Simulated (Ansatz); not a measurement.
Data:

ZrRu:
```cif
data_RuZr
_chemical_formula_sum 'Ru1 Zr1'
_space_group_name_H-M_alt 'P 1'
_space_group_IT_number 1
_cell_length_a 3.73856
_cell_length_b 3.73856
_cell_length_c 3.73856
_cell_angle_alpha 60.000
_cell_angle_beta 60.000
_cell_angle_gamma 60.000
loop_
_space_group_symop_operation_xyz
  'x, y, z'
loop_
_atom_site_label
_atom_site_type_symbol
_atom_site_fract_x
_atom_site_fract_y
_atom_site_fract_z
_atom_site_occupancy
Ru1 Ru 0.00000 0.00000 0.00000 1
Zr1 Zr 0.50000 0.50000 0.50000 1
```

This is the PBEsol-relaxed structure.

Problem. All from plane-wave PAW PBEsol (Ansatz code), unless another level is named. Give the density of states at the Fermi level.

Solution. 0.13 states/eV per atom (mean over ±0.08 eV).

Problem. Predict the formation energy from the elements (no fitted shifts).

Solution. 0.100 eV/atom.

Space group Fm-3m (rock salt). The start of the workflow was typed in or built on a structure type; neither database checked (COD, Materials Project) lists it. COD files the formula under space group No. 221. Whether it is the stable phase at ambient conditions was not checked. The PBEsol relaxation kept the symmetry of its start. At this level the phase is mechanically unstable. No spin polarisation was allowed. The references are the lowest solids computed at this level, not always the standard phases. Spin–orbit coupling is left out wherever it is not named.

Potentials: the earlier of the program's two PAW sets. The files were generated under PBE; for other functionals the program regenerates the frozen cores, and for LDA and PBEsol the local potential too.
